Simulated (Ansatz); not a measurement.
The calculation used Ansatz 0.2.0, DFT PBE, scalar-relativistic, plane waves, PAW. All cells share a 420 eV cutoff and Γ-centred k meshes spaced at most about 0.3 Å⁻¹ (about 0.25 or finer for metals, 2π included). Collinear spin in cells that started with moments and kept them past the coarse steps, no spin elsewhere.

These are static total energies at zero pressure.

Two forms of RuPt2 were relaxed alike.

A. (site moments Ru 0.8 μB)

```yaml
crystal:
  lattice:
    - [4.47690, 0.00000, 0.00000]
    - [-2.23845, 3.87711, 0.00000]
    - [0.00000, 0.00000, 2.66691]
  atoms:
    - { symbol: Ru, position: [0.00000, 0.00000, 0.00000] }
    - { symbol: Pt, position: [0.33333, 0.66667, 0.50000] }
    - { symbol: Pt, position: [0.66667, 0.33333, 0.50000] }
```

B. (no spin)

```yaml
crystal:
  lattice:
    - [2.77644, 0.00000, 0.00000]
    - [-1.38822, 2.40447, 0.00000]
    - [0.00000, 0.00000, 13.51521]
  atoms:
    - { symbol: Ru, position: [0.00000, 0.00000, 0.25000] }
    - { symbol: Ru, position: [0.00000, 0.00000, 0.75000] }
    - { symbol: Pt, position: [0.33333, 0.66667, 0.08795] }
    - { symbol: Pt, position: [0.66667, 0.33333, 0.58795] }
    - { symbol: Pt, position: [0.33333, 0.66667, 0.41205] }
    - { symbol: Pt, position: [0.66667, 0.33333, 0.91205] }
```

Question: Which is lower in energy, and by how much?

Answer: B is lower, by 193 meV/atom. A has space group P6/mmm (No. 191), 15.4 Å³/atom and no gap on its mesh; B has space group P6_3/mmc (No. 194), 15.0 Å³/atom and no gap. Counting all near atoms (those within 1.25 times the shortest distance at each site), A has Ru 14, Pt 11 and B has Ru 12, Pt 12. Their magnetic states differ too. Even the lower one lies +0.04 eV/atom against the reference forms of the elements (uncorrected), so neither is stable at this level. In A, around Ru lie 2 Ru at 2.67 Å and 12 Pt at 2.91 Å; around Pt lie 5 Pt at 2.58–2.67 Å and 6 Ru at 2.91 Å. In B, Ru has 6 Pt at 2.71 Å and 6 Ru at 2.78 Å; Pt is surrounded by 3 Ru at 2.71 Å and 9 Pt at 2.78–2.87 Å. Both come from invented guesses.

These runs have no spin–orbit coupling, which can matter for Pt. Another magnetic order may lie lower. With atoms moved at random, P6_3/mmc came back. Other cells relaxed within their symmetry can be saddle points.
